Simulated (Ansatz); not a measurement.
A relaxation of cell and atoms of Ga₄PN₃, ordered on the wurtzite lattice (Pm) with 8 atoms a cell with Ansatz 0.2.0, at the level r2SCAN. It starts from the PBE minimum.

```yaml
crystal:
  lattice:
    - [5.538305965, 0.0, 0.016124605]
    - [0.0, 3.3773446995, 0.0]
    - [0.0171026546, 0.0, 5.8959396225]
  atoms:
    - { symbol: "N", position: [-0.0041798242, 0.0, 0.3212685969] }
    - { symbol: "N", position: [0.0023356149, 0.5, 0.8456927609] }
    - { symbol: "N", position: [0.4950423202, 0.5, 0.1690021549] }
    - { symbol: P, position: [0.507391273, 0.0, 0.6605864937] }
    - { symbol: Ga, position: [0.3578271322, 0.0, 0.3016594055] }
    - { symbol: Ga, position: [0.3559605821, 0.5, 0.8675117275] }
    - { symbol: Ga, position: [0.8623585221, 0.5, 0.1670493162] }
    - { symbol: Ga, position: [0.9232643796, 0.0, 0.6672295445] }
kpoints:
  mp_grid: { grid: [4, 8, 4] }
hamiltonian:
  xc: r2scan
scf:
  occupations: { method: fermi_dirac, width: 0.02 }
relax:
  f_tol: 0.005
  cell: {}
```

The trajectory has 5 recorded frames, each with positions in Å and forces in eV/Å. Some frames, the last among them, repeat a geometry solved again on a basis re-selected at its cell; pressure is positive in compression.

Step 1: energy 0.0 meV/atom from step 1, largest force component 0.093 eV/Å, pressure -4.71 GPa
```xyz
8
Lattice="5.5383 0.0000 0.0161 0.0000 3.3773 0.0000 0.0171 0.0000 5.8959" Properties=species:S:1:pos:R:3:forces:R:3 pbc="T T T"
N    -0.0177    0.0000    1.8941    0.0527    0.0000   -0.0117
N     0.0274    1.6887    4.9862    0.0931    0.0000    0.0035
N     2.7446    1.6887    1.0044   -0.0766    0.0000   -0.0775
P     2.8214    0.0000    3.9030   -0.0496    0.0000    0.0694
Ga    1.9869    0.0000    1.7843    0.0108    0.0000   -0.0048
Ga    1.9863    1.6887    5.1205   -0.0049    0.0000    0.0153
Ga    4.7789    1.6887    0.9988    0.0203    0.0000   -0.0228
Ga    5.1247    0.0000    3.9488   -0.0457    0.0000    0.0286
```

Step 2: energy -6.2 meV/atom from step 1, largest force component 0.052 eV/Å, pressure -1.54 GPa
```xyz
8
Lattice="5.4976 0.0000 0.0163 0.0000 3.3522 0.0000 0.0173 0.0000 5.8496" Properties=species:S:1:pos:R:3:forces:R:3 pbc="T T T"
N    -0.0180    0.0000    1.8782    0.0314    0.0000   -0.0030
N     0.0262    1.6761    4.9469    0.0516    0.0000    0.0041
N     2.7252    1.6761    0.9979   -0.0376    0.0000   -0.0377
P     2.8021    0.0000    3.8729   -0.0220    0.0000    0.0264
Ga    1.9719    0.0000    1.7705    0.0108    0.0000   -0.0201
Ga    1.9713    1.6761    5.0804   -0.0193    0.0000    0.0326
Ga    4.7439    1.6761    0.9915   -0.0051    0.0000   -0.0171
Ga    5.0882    0.0000    3.9172   -0.0099    0.0000    0.0147
```

Step 3: energy -7.0 meV/atom from step 1, largest force component 0.009 eV/Å, pressure +0.09 GPa
```xyz
8
Lattice="5.4808 0.0000 0.0165 0.0000 3.3387 0.0000 0.0175 0.0000 5.8284" Properties=species:S:1:pos:R:3:forces:R:3 pbc="T T T"
N    -0.0161    0.0000    1.8707   -0.0062    0.0000    0.0007
N     0.0266    1.6693    4.9295    0.0044    0.0000    0.0008
N     2.7171    1.6693    0.9941    0.0008    0.0000    0.0005
P     2.7932    0.0000    3.8599    0.0093    0.0000   -0.0068
Ga    1.9669    0.0000    1.7631    0.0001    0.0000    0.0059
Ga    1.9636    1.6693    5.0641   -0.0093    0.0000    0.0005
Ga    4.7286    1.6693    0.9872    0.0019    0.0000   -0.0008
Ga    5.0730    0.0000    3.9029   -0.0011    0.0000   -0.0008
```

Step 4: energy -7.0 meV/atom from step 1, largest force component 0.003 eV/Å, pressure 0.00 GPa
```xyz
8
Lattice="5.4802 0.0000 0.0171 0.0000 3.3403 0.0000 0.0182 0.0000 5.8295" Properties=species:S:1:pos:R:3:forces:R:3 pbc="T T T"
N    -0.0166    0.0000    1.8710    0.0032    0.0000   -0.0005
N     0.0273    1.6702    4.9303    0.0019    0.0000    0.0018
N     2.7165    1.6702    0.9947    0.0004    0.0000   -0.0014
P     2.7938    0.0000    3.8608   -0.0003    0.0000    0.0006
Ga    1.9667    0.0000    1.7640    0.0003    0.0000   -0.0007
Ga    1.9641    1.6702    5.0651   -0.0018    0.0000    0.0017
Ga    4.7282    1.6702    0.9880   -0.0017    0.0000   -0.0001
Ga    5.0734    0.0000    3.9044   -0.0021    0.0000   -0.0015
```

Step 5: energy -6.8 meV/atom from step 1, largest force component 0.003 eV/Å, pressure -0.01 GPa
```xyz
8
Lattice="5.4802 0.0000 0.0171 0.0000 3.3403 0.0000 0.0182 0.0000 5.8295" Properties=species:S:1:pos:R:3:forces:R:3 pbc="T T T"
N    -0.0166    0.0000    1.8710    0.0032    0.0000   -0.0004
N     0.0273    1.6702    4.9303    0.0018    0.0000    0.0018
N     2.7165    1.6702    0.9947    0.0005    0.0000   -0.0014
P     2.7938    0.0000    3.8608   -0.0003    0.0000    0.0006
Ga    1.9667    0.0000    1.7640    0.0003    0.0000   -0.0007
Ga    1.9641    1.6702    5.0651   -0.0017    0.0000    0.0017
Ga    4.7282    1.6702    0.9880   -0.0017    0.0000   -0.0001
Ga    5.0734    0.0000    3.9044   -0.0021    0.0000   -0.0015
```

The walk took 4 steps, besides SCFs solved again on a fresh basis, and changed the volume by -3.2 %. The last SCF, on a fresh basis, lies 6.8 meV an atom below the first. Final cell: the symmetry is Pm (No. 6, monoclinic); a = 5.480 Å, b = 3.340 Å, c = 5.830 Å, β = 90.4° in the conventional setting, 13.34 Å³ an atom. N is surrounded by 4 Ga at 1.99–2.05 Å; N is surrounded by 4 Ga at 1.94–2.02 Å; N is surrounded by 4 Ga at 1.92–2.01 Å; P is surrounded by 4 Ga at 2.22–2.28 Å; Ga is surrounded by 3 N at 1.99 Å and 1 P at 2.25 Å; Ga is surrounded by 2 N at 1.92–1.94 Å and 2 P at 2.22 Å; Ga is surrounded by 4 N at 2.01–2.03 Å; Ga is surrounded by 3 N at 2.02–2.05 Å and 1 P at 2.28 Å.

Run as `ansatz run input.yaml --threads 4 --pin off --max-ram 6451MiB --backend cpu --events-out ev --progress --plain --runs-dir out`. It took 74 s on 4 threads of Arm Neoverse V1 (shared host); peak host memory 0.71 GiB.

All values are calculated for a non-magnetic cell, which may be hypothetical.
